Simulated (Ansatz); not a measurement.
PtOS as a Janus 2H monolayer was relaxed with 4 functionals in the PAW code Ansatz, cell and atoms free, the symmetry of the start kept (meshes: PBE 12×12×1, r2SCAN 12×12×1, PBEsol 12×12×1, LDA 12×12×1). No spin polarisation and no zero-point or thermal motion; the cell was built from a prototype and may be hypothetical.

The LDA result:
```yaml
crystal:
  lattice:
    - [3.30567, 0.00000, 0.00000]
    - [-1.65283, 2.86279, 0.00000]
    - [0.00000, 0.00000, 29.50338]
  atoms:
    - { symbol: Pt, position: [0.33333, 0.66667, 0.30454] }
    - { symbol: O, position: [0.66667, 0.33333, 0.34535] }
    - { symbol: S, position: [0.66667, 0.33333, 0.26527] }
```
Periodic in the plane only; c spans the vacuum.

In-plane lattice: a = 3.306 Å, b = 3.306 Å, γ = 120.0°; thickness between the outer nuclei 2.36 Å. Pt is surrounded by 3 S at 2.23 Å and 3 O at 2.26 Å; O is surrounded by 3 Pt at 2.26 Å and 1 S at 2.36 Å; S is surrounded by 3 Pt at 2.23 Å and 1 O at 2.36 Å.

Problem. What lattice does PBEsol give?

Solution. a = 3.339 Å; the area differs by +2.0 % from LDA's. Pt has 3 S at 2.25 Å and 3 O at 2.28 Å; O has 3 Pt at 2.28 Å and 1 S at 2.37 Å; S has 3 Pt at 2.25 Å and 1 O at 2.37 Å.

Problem. What lattice does PBE give?

Solution. a = 3.405 Å; the area differs by +6.1 % from LDA's. Pt has 3 S at 2.27 Å and 3 O at 2.31 Å; O has 3 Pt at 2.31 Å and 1 S at 2.35 Å; S has 3 Pt at 2.27 Å and 1 O at 2.35 Å.

Problem. Held at the r2SCAN cell, what mean stress do LDA and PBE find, and does its sign point to their own minimum?

Solution. Yes. LDA -2.43 N/m, and its relaxed area is -2.2 % from r2SCAN's; PBE +2.09 N/m, and its relaxed area is +3.8 % from r2SCAN's. Compression counts positive, so a positive stress asks for a larger cell.
